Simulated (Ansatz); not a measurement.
## 4 guesses for Sc2B2Sb and where they end

All numbers below come from DFT PBE, scalar-relativistic, plane waves, PAW (Ansatz 0.2.0). All cells share a 420 eV cutoff and Γ-centred k meshes spaced at most about 0.3 Å⁻¹ (about 0.25 or finer for metals, 2π included). No spin polarisation in the final relaxations.

Each guess was relaxed in cell and atoms at zero pressure, within the symmetry of its start. Temperature and zero-point effects are left out. Coordination counts B or Sb atoms around Sc (for each partner element, those within 1.25 times its shortest distance or 1.15 times the sum of covalent radii, where it is the nearest in units of that sum or under 1.3; a plus sign parts groups by distance over the sum of covalent radii).

```csv
guess,made from,start group,V start (Å³/atom),end group,V end (Å³/atom),coordination at the end,gap on mesh (eV),E over the lowest end (meV/atom)
1,random cell,P6/mmm,17.7,P6/mmm,19.8,Sc 6+6,0,1347
2,Lu2CCl2 type,R-3m,14.3,R-3m,15.1,Sc 9,0,0
3,Ce2SeN2 type,P-3m1,14.0,P-3m1,16.7,Sc 7+1,0,924
4,random cell,P6/mmm,19.2,?,?,?,?,?
```

Guess 4 as it starts:

```
Sc B Sb
1.0
     3.72088    0.00000    0.00000
    -1.86044    3.22238    0.00000
     0.00000    0.00000    7.99019
Sc B Sb
2 2 1
Direct
  0.00000 0.00000 0.63501
  0.00000 0.00000 0.36499
  0.33333 0.66667 0.50000
  0.66667 0.33333 0.50000
  0.00000 0.00000 0.00000
```

Question: Fill in the missing row: what does this guess relax into, and where does it rank?

Answer: It ends in space group P6/mmm (No. 191), with a = 3.233 Å, c = 9.164 Å, 16.6 Å³/atom and no gap. It lies 218 meV/atom over the lowest end, above guess 2 and below guess 3. Counting B or Sb atoms around Sc, this end has Sc 7 and the lowest (guess 2) has Sc 9. This end and the lowest (guess 2) both hold B–B nets.

```xyz
5
Lattice="3.2334 0.0000 0.0000 -1.6167 2.8002 0.0000 0.0000 0.0000 9.1644" Properties=species:S:1:pos:R:3 pbc="T T T"
Sc    0.0000    0.0000    6.2372
Sc    0.0000    0.0000    2.9272
B     0.0000    1.8668    4.5822
B     1.6167    0.9334    4.5822
Sb    0.0000    0.0000    0.0000
```

Formation energies are uncorrected and refer to the elements' standard structures at the same level.

Question: Is the lowest end bound against the elements?

Answer: Yes: its formation energy is −0.73 eV/atom. A negative formation energy is needed for stability but isn't enough: competing phases decide.

Spin–orbit coupling, which can matter for Sb, is left out. Cells relaxed within their symmetry can be saddle points. A lower structure may well exist outside this small set. Some types were kept out of the candidates beforehand, so the set may lack a known form.
